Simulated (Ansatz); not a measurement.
The start is a relaxed Be cell displaced along its unstable phonon at q = (½, ½, 0) of its primitive reciprocal cell (657i cm⁻¹), largest move 0.15 Å. A full variable-cell relaxation at zero pressure is run with r2SCAN (plane waves to 500 eV, PAW, scalar-relativistic; Ansatz, a quantum-chemistry and plane-wave program). The first steps use a coarse 15×15×15 k-mesh.

Input geometry:
```
CELL_PARAMETERS angstrom
      4.34406     0.00000     0.00000
      2.17203     2.17203     0.00000
      0.00000     0.00000     2.17203
ATOMIC_POSITIONS crystal
  Be 0.00000 0.00000 0.06906
  Be 0.50000 0.00000 0.93094
```

Question: What pressure does the first self-consistent step give?

Answer: -2.7 GPa (negative: the cell is under tension).

Question: What is the largest force in the starting geometry, and on which atom (counted from 1)?

Answer: 1.50 eV/Å, on Be1, Be2 (atoms numbered as listed).

Question: By how much does the energy per atom fall from start to end?

Answer: 0.83 eV/atom.

Question: Is the parent structure recovered?

Answer: It does not go back: it reaches Im-3m (No. 229), bcc (W type), 0.96 eV/atom below the parent.

Question: How do the shortest distances between atoms change?

Answer: The closest pairs of elements (up to four, under 3.6 Å), start → end: Be–Be 2.17 → 2.17 Å.

Question: What band gap does the relaxed structure have at this level?

Answer: No gap (metallic).

Question: What does it relax into? Give the structure.

Answer: 
```cif
data_Be2
_chemical_formula_sum 'Be2'
_space_group_name_H-M_alt 'Im-3m'
_space_group_IT_number 229
_space_group_name_Hall '-I 4 2 3'
_cell_length_a 2.50024
_cell_length_b 2.50024
_cell_length_c 2.50024
_cell_angle_alpha 90.000
_cell_angle_beta 90.000
_cell_angle_gamma 90.000
loop_
_atom_site_label
_atom_site_type_symbol
_atom_site_symmetry_multiplicity
_atom_site_Wyckoff_symbol
_atom_site_fract_x
_atom_site_fract_y
_atom_site_fract_z
_atom_site_occupancy
Be1 Be 2 a 0.00000 0.00000 0.00000 1
```
(The calculation used a cell of 1 atom; values per cell refer to that cell.)

Final values are on a 26×26×26 k-mesh of the relaxed cell. No spin polarisation in the result.

The run could not lose the symmetry of its start, so the end can be a saddle point.

The relaxed structure here is a generated cell of Be: the first start was made by placing the elements on the sites of a structure type, and the end was not matched to a known phase here, so it may be hypothetical. Known forms of Be include space group No. 194.
